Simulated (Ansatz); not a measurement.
Si (diamond)

```yaml
crystal:
  lattice:
    - [0.00000, 2.73515, 2.73515]
    - [2.73515, 0.00000, 2.73515]
    - [2.73515, 2.73515, 0.00000]
  atoms:
    - { symbol: Si, position: [0.50000, 0.50000, 0.50000] }
    - { symbol: Si, position: [0.75000, 0.75000, 0.75000] }
```

The atoms are displaced by Q × the pattern below (from a DFPT mode at Γ, largest move 1; Q in Å), at fixed cell. It is one choice among 3 degenerate patterns.

```json
[
 {"atom": "Si1", "x": "0.000", "y": "0.000", "z": "1.000"},
 {"atom": "Si2", "x": "0.000", "y": "0.000", "z": "-1.000"}
]
```

Level of theory: PBE (plane waves to 420 eV, PAW, scalar-relativistic; Ansatz, a first-principles code). k mesh 10×10×10 (Γ-centred), Fermi-Dirac smearing 0.05 eV. E stands for the smeared free energy. As the smearing reaches across the gap at some points, energies and forces of such displacements shift with the k mesh and the smearing. Si was relaxed with its symmetry unable to fall. ΔE is measured from the undisplaced structure. The last digit holds for this mesh only.

| Q (Å) | ΔE (meV/cell) |
|---|---|
| -0.1000 | withheld |
| -0.0833 | 176.7 |
| -0.0667 | 114.3 |
| -0.0500 | 64.7 |
| -0.0333 | 28.9 |
| -0.0167 | 7.2 |
| 0.0000 | 0.0 |
| 0.0167 | 7.2 |
| 0.0333 | 28.9 |
| 0.0500 | 64.7 |
| 0.0667 | 114.3 |
| 0.0833 | 176.7 |
| 0.1000 | withheld |

### Question
Fit an even polynomial form (powers 2, 4) to the given rows and predict ΔE at Q = 0.1000.

### Answer
Least squares on the 11 given rows: ΔE = (26110)·Q² + (-93560)·Q⁴, in meV/cell with Q in Å; root-mean-square residual 0.04 meV/cell. At 0.1000 the fit gives 251.7 meV/cell; the calculation gives 251.7 meV/cell, the same to the digits shown. The quadratic term alone would give 261.1 meV/cell.

(A displaced cell: forces are minus the slopes of the energy, force constants its curvatures, and phonons follow from these.)
